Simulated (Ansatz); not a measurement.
Consider the following.

Nb₂N:
```cif
data_NNb2
_chemical_formula_sum 'Nb2 N1'
_space_group_name_H-M_alt 'P 1'
_space_group_IT_number 1
_cell_length_a 3.09918
_cell_length_b 3.09918
_cell_length_c 4.76902
_cell_angle_alpha 90.000
_cell_angle_beta 90.000
_cell_angle_gamma 120.000
loop_
_space_group_symop_operation_xyz
  'x, y, z'
loop_
_atom_site_label
_atom_site_type_symbol
_atom_site_fract_x
_atom_site_fract_y
_atom_site_fract_z
_atom_site_occupancy
Nb1 Nb 0.66667 0.33333 0.25419 1
Nb2 Nb 0.33333 0.66667 0.74581 1
N1 N 0.00000 0.00000 0.50000 1
```

This is the LDA-relaxed structure.

### Question
All from DFT-LDA in the program Ansatz with PAW potentials, unless another level is named. Give the electronic character.

### Answer
metallic (no gap).

### Question
And the density of states at the Fermi level?

### Answer
0.36 states/eV per atom (mean over ±0.08 eV).

### Question
Give the formation energy from the elements (no fitted shifts).

### Answer
-1.04 eV/atom.

Space group P-3m1 (anti-CdI2 type). The workflow started from a Materials Project entry (that database holds measured and hypothetical structures alike); the Crystallography Open Database copy checked does not list it. Its standing as an ambient phase is unchecked. Symmetry was held in the LDA relaxation; of distortions, only those at the zone centre were tested. No spin polarisation was allowed. With an odd number of electrons in the cell and no spin polarisation, the count alone makes it a metal. The references are the lowest solids computed at this level, not always the standard phases (solids in place of the gases). Spin–orbit coupling is left out wherever it is not named.

Potentials: the later of the program's two PAW sets.
